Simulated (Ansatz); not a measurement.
Polymorphs of Ge, each relaxed with plane-wave PAW LDA (Ansatz code):

A: diamond (Fd-3m)
a = b = c = 5.6215 Å, α = β = γ = 90.00°

```json
[
 {"atom": "Ge", "site": "8b", "symmetry": "-43m", "x": "0.5000", "y": "0.5000", "z": "0.5000"}
]
```

B: P6_3/mmc
a = b = 3.959 Å, c = 6.532 Å, α = β = 90.00°, γ = 120.00°

```json
[
 {"atom": "Ge", "site": "4f", "symmetry": "3m.", "x": "0.6667", "y": "0.3333", "z": "0.0629"}
]
```

### Question
Put the candidates in order of energy per atom at 0 K, lowest first, for LDA.

### Answer
A (+0 meV/atom), B (+16 meV/atom)

Not the usual ambient phase: B. All cells were relaxed under the symmetry of their starts (and spin orders); stability against distortions was not tested throughout. Spin–orbit coupling is left out wherever it is not named.

Energies hold the estimated change up to a 700 eV cutoff; steps of a few meV lie near the error of the meshes.

Potentials: the earlier of the program's two PAW sets. The files were generated under PBE; for other functionals the program regenerates the frozen cores, and for LDA and PBEsol the local potential too.
